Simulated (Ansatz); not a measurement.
Relaxed-ion elastic tensor of MgTe (zinc blende, F-43m) in GPa (Voigt order), PBEsol (plane waves, PAW; program Ansatz); density 3.78 g/cm³, 33.37 Å³ per atom.

```
45.5  31.6  31.6   0.0   0.0   0.0
31.6  45.5  31.6   0.0   0.0   0.0
31.6  31.6  45.5   0.0   0.0   0.0
 0.0   0.0   0.0  16.4   0.0   0.0
 0.0   0.0   0.0   0.0  16.4   0.0
 0.0   0.0   0.0   0.0   0.0  16.4
```

Question: Is the crystal mechanically stable?

Answer: Yes: the smallest eigenvalue of C is 13.9 GPa.

Question: Work out the Voigt, Reuss and Hill averages.

Answer: K_V = 36.2, K_R = 36.2, K_H = 36.2; G_V = 12.6, G_R = 10.6, G_H = 11.6 GPa.

Question: Give Young's modulus, Poisson's ratio, Pugh's ratio and the universal anisotropy index.

Answer: E = 9KG/(3K + G) = 31.5 GPa; ν = 0.35; K/G = 3.11 (ductile by the Pugh limit of 1.75); A_U = 5G_V/G_R + K_V/K_R − 6 = 0.95.

Question: Estimate the sound speeds and the Debye temperature.

Answer: v_l = √((K + 4G/3)/ρ) = 3700 m/s, v_t = √(G/ρ) = 1750 m/s, mean 1970 m/s; Θ = (h/k)(3n/4πV)^(1/3) v_m = 183 K.

Question: Give the Zener ratio and Young's modulus along [100], [110] and [111].

Answer: A = 2C44/(C11 − C12) = 2.37; 1/E = S11 − 2(S11 − S12 − S44/2)Γ with Γ = 0, 1/4, 1/3 gives 19.6, 33.0, 42.8 GPa.

Symmetry was held in the PBEsol relaxation. Spin–orbit coupling is left out wherever it is not named.

Potentials: the later of the program's two PAW sets.
